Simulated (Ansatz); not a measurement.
GeMo2C:
```
GeMo2C
1.0
    3.13277     0.00000     0.00000
   -1.56639     2.71306     0.00000
    0.00000     0.00000    12.64109
Ge Mo C
2 4 2
Cartesian
  1.56639   0.90435   3.16027
  0.00000   1.80871   9.48082
  1.56639   0.90435  11.51534
  0.00000   1.80871   1.12576
  0.00000   1.80871   5.19479
  1.56639   0.90435   7.44630
  0.00000   0.00000   0.00000
  0.00000   0.00000   6.32055
```

This is the PBE-relaxed structure.

All from the program Ansatz at the PBE level (PAW), unless another level is named. Estimate the electronic character.

metallic (no gap).

Next, the formation energy from the elements (no fitted shifts)?

-0.086 eV/atom.

Predict the density of states at the Fermi level.

0.58 states/eV per atom (mean over ±0.08 eV).

Next, the gap with spin–orbit coupling?

none (metallic).

Space group P6_3/mmc. The start of the workflow was typed in or built on a structure type; neither database checked (COD, Materials Project) lists it. Its standing as an ambient phase is unchecked. Symmetry was held in the PBE relaxation; whether a distortion lowers the energy is not shown. No spin polarisation was allowed. The references are the lowest solids computed at this level, not always the standard phases. Scalar-relativistic: spin–orbit coupling is off unless named, which matters more the heavier the elements.

Potentials: the earlier of the program's two PAW sets.
